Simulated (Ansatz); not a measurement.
**Does relaxation matter for the field gradients of WS2 with an S vacancy?**

Start: a supercell of WS2 (space group P6_3/mmc) built from an entry of the Crystallography Open Database (COD) (the entry's cell lengths or inner coordinates differ somewhat from later room-temperature determinations), with all atoms left at the host's positions.

```
CELL_PARAMETERS angstrom
9.54000 0.00000 0.00000
-4.77000 8.26188 0.00000
0.00000 0.00000 12.50000
ATOMIC_POSITIONS crystal
W 0.11111 0.22222 0.25000
W 0.11111 0.55556 0.25000
W 0.11111 0.88889 0.25000
W 0.44444 0.22222 0.25000
W 0.44444 0.55556 0.25000
W 0.44444 0.88889 0.25000
W 0.77778 0.22222 0.25000
W 0.77778 0.55556 0.25000
W 0.77778 0.88889 0.25000
W 0.22222 0.11111 0.75000
W 0.22222 0.44444 0.75000
W 0.22222 0.77778 0.75000
W 0.55556 0.11111 0.75000
W 0.55556 0.44444 0.75000
W 0.55556 0.77778 0.75000
W 0.88889 0.11111 0.75000
W 0.88889 0.44444 0.75000
W 0.88889 0.77778 0.75000
S 0.11111 0.55556 0.62500
S 0.11111 0.88889 0.62500
S 0.44444 0.22222 0.62500
S 0.44444 0.55556 0.62500
S 0.44444 0.88889 0.62500
S 0.77778 0.22222 0.62500
S 0.77778 0.55556 0.62500
S 0.77778 0.88889 0.62500
S 0.22222 0.11111 0.12500
S 0.22222 0.44444 0.12500
S 0.22222 0.77778 0.12500
S 0.55556 0.11111 0.12500
S 0.55556 0.44444 0.12500
S 0.55556 0.77778 0.12500
S 0.88889 0.11111 0.12500
S 0.88889 0.44444 0.12500
S 0.88889 0.77778 0.12500
S 0.11111 0.22222 0.87500
S 0.11111 0.55556 0.87500
S 0.11111 0.88889 0.87500
S 0.44444 0.22222 0.87500
S 0.44444 0.55556 0.87500
S 0.44444 0.88889 0.87500
S 0.77778 0.22222 0.87500
S 0.77778 0.55556 0.87500
S 0.77778 0.88889 0.87500
S 0.22222 0.11111 0.37500
S 0.22222 0.44444 0.37500
S 0.22222 0.77778 0.37500
S 0.55556 0.11111 0.37500
S 0.55556 0.44444 0.37500
S 0.55556 0.77778 0.37500
S 0.88889 0.11111 0.37500
S 0.88889 0.44444 0.37500
S 0.88889 0.77778 0.37500
```

Sites (sets of like atoms) are named by element and the number of their first atom in this list.

Level of theory: DFT, PBE, plane waves and PAW, scalar-relativistic, collinear spin, 420 eV cutoff, Γ-centred 3×3×2 k-points, Fermi–Dirac smearing 0.01 eV, cell charge +1 (Ansatz 0.2.0). Start moments as typed (μB): 0 0 0 0 0 0 0 0 0 0.5 0.5 0 0 0 0 0.5 0 0 0 0 0 0 0 0 0 0 0 0 0 0 0 0 0 0 0 0 0 0 0 0 0 0 0 0 0 0 0 0 0 0 0 0 0 by atom.

The largest force at the start is 0.83 eV/Å. Relaxing the ions at fixed cell moves them by 0.072 Å at most (atom 10, W) and 0.033 Å rms.

| site | atom | moved (Å) | first shell before | first shell after | V_zz before (10²¹ V/m²) | η before |
| --- | --- | --- | --- | --- | --- | --- |
| W1 | 1 | 0.001 | 6 S at 2.41 Å | 6 S at 2.41 Å | -16.82 | 0.00 |
| W8 | 8 | 0.003 | 6 S at 2.41 Å | 6 S at 2.41 Å | -16.78 | 0.00 |
| W10 | 10 | 0.072 | 5 S at 2.41 Å | 5 S at 2.38–2.41 Å | -22.2 | 0.39 |
| W12 | 12 | 0.030 | 6 S at 2.41 Å | 6 S at 2.40–2.44 Å | -16.00 | 0.11 |
| W14 | 14 | 0.023 | 6 S at 2.41 Å | 6 S at 2.40–2.42 Å | -17.85 | 0.05 |
| S19 | 19 | 0.069 | 3 W at 2.41 Å | 3 W at 2.40–2.44 Å | -4.00 | 0.36 |
| S25 | 25 | 0.008 | 3 W at 2.41 Å | 3 W at 2.42 Å | -4.61 | 0.00 |
| S36 | 36 | 0.064 | 3 W at 2.41 Å | 3 W at 2.38 Å | -3.79 | 0.00 |
| S37 | 37 | 0.025 | 3 W at 2.41 Å | 3 W at 2.40–2.43 Å | -4.98 | 0.50 |
| S41 | 41 | 0.039 | 3 W at 2.41 Å | 3 W at 2.40 Å | -4.13 | 0.00 |

(1) What are V_zz and η after the relaxation?

Results:

(1) 

| site | atom | V_zz after | η after | change of V_zz |
| --- | --- | --- | --- | --- |
| W1 | 1 | -16.58 | 0.00 | +0.24 |
| W8 | 8 | -16.58 | 0.00 | +0.20 |
| W10 | 10 | -20.9 | 0.40 | +1.32 |
| W12 | 12 | -15.22 | 0.18 | +0.78 |
| W14 | 14 | -17.90 | 0.05 | -0.05 |
| S19 | 19 | -4.02 | 0.24 | -0.02 |
| S25 | 25 | -4.98 | 0.00 | -0.37 |
| S36 | 36 | -3.25 | 0.00 | +0.54 |
| S37 | 37 | -5.17 | 0.34 | -0.19 |
| S41 | 41 | -4.67 | 0.00 | -0.54 |

The largest change of V_zz is on W10, from -22.2 to -20.9. The whole tensor moves most on W12, by 2.62 along its most changed direction. In per cent, |V_zz| changes by -6 to 0 on W, -14 to +13 on S (all sites that start above 2). Where |V_zz| stays above 0.1 and the axes keep their order, η moves most on S37, from 0.50 to 0.34. On W12 V_xx and V_yy change places (or their axes turn by over 50°), so the two values of η hide a larger change. The table leaves out 10 of the 20 sites, with |V_zz| up to 16.88; their tensors move by 0.19 at most along any direction. The statements above cover all sites. The host's own positions weren't relaxed first, so part of the change far from the defect can be the host's relaxation.

The defect repeats with the cell of 53 atoms, so it feels its images: sites between two images don't show the values beside a lone defect, and zeros or small values of η there can come from the images' arrangement. S and W carry a gradient in the pure host already, so the values there aren't the defect's effect alone. A uniform background compensates the cell's charge. The defect cell has no gap above 0.1 eV on its mesh, so the values can hang on the smearing and the k-mesh. Without spin–orbit coupling the gradients at and beside W can be off by some per cent, at some sites by more. The start moments die out, and the run ends without spin.
Before: The neighbours have not yet relaxed around the defect (largest force 0.83 eV/Å), so a real crystal will differ.
After: The relaxation keeps the symmetry of the vacancy's site, so distortions that break it, Jahn–Teller ones too, aren't explored.
